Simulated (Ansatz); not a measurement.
CsCl:
```cif
data_ClCs
_chemical_formula_sum 'Cs1 Cl1'
_space_group_name_H-M_alt 'P 1'
_space_group_IT_number 1
_cell_length_a 4.14021
_cell_length_b 4.14021
_cell_length_c 4.14021
_cell_angle_alpha 90.000
_cell_angle_beta 90.000
_cell_angle_gamma 90.000
loop_
_space_group_symop_operation_xyz
  'x, y, z'
loop_
_atom_site_label
_atom_site_type_symbol
_atom_site_fract_x
_atom_site_fract_y
_atom_site_fract_z
_atom_site_occupancy
Cs1 Cs 0.00000 0.00000 0.00000 1
Cl1 Cl 0.50000 0.50000 0.50000 1
```

Relaxed with r²SCAN. Plane-wave PAW r²SCAN (Ansatz code) gives a gap of 5.91 eV.

Problem. What gap does HSE06 give on the same cell (Ansatz, PAW)?

Solution. 6.53 eV, 0.62 eV more. The hybrid was solved on a coarser mesh and at special points; the gap given is the minimum over both.

| k | v1 r²SCAN | c1 r²SCAN | v1 HSE06 | c1 HSE06 |
|---|---|---|---|---|
| Γ | 0.00 | 5.91 | 0.00 | 6.53 |
| R | -1.06 | 9.14 | ? | ? |
| M | -0.06 | 6.56 | ? | ? |
| X | -0.22 | 6.95 | ? | ? |

Problem. Top valence (v1) and lowest conduction level (c1) in eV from each method's valence maximum (which need not be a listed point): supply the withheld HSE06 values.

Solution. 
- R, v1 HSE06: -1.12
- R, c1 HSE06: 9.91
- M, v1 HSE06: -0.06
- M, c1 HSE06: 7.26
- X, v1 HSE06: -0.23
- X, c1 HSE06: 7.77

Cost on shared cores: the r²SCAN run (SCF on a 7×7×7 mesh, then bands and DOS) around 30 core-seconds (rough), the HSE06 run (SCF on 5×5×5, then a few points) about 110 core-seconds (a rough figure); the tasks are unlike.

Space group Pm-3m (CsCl type). The cell was relaxed with r²SCAN under the symmetry of its start. Spin–orbit coupling is left out wherever it is not named.

Potentials: the earlier of the program's two PAW sets.
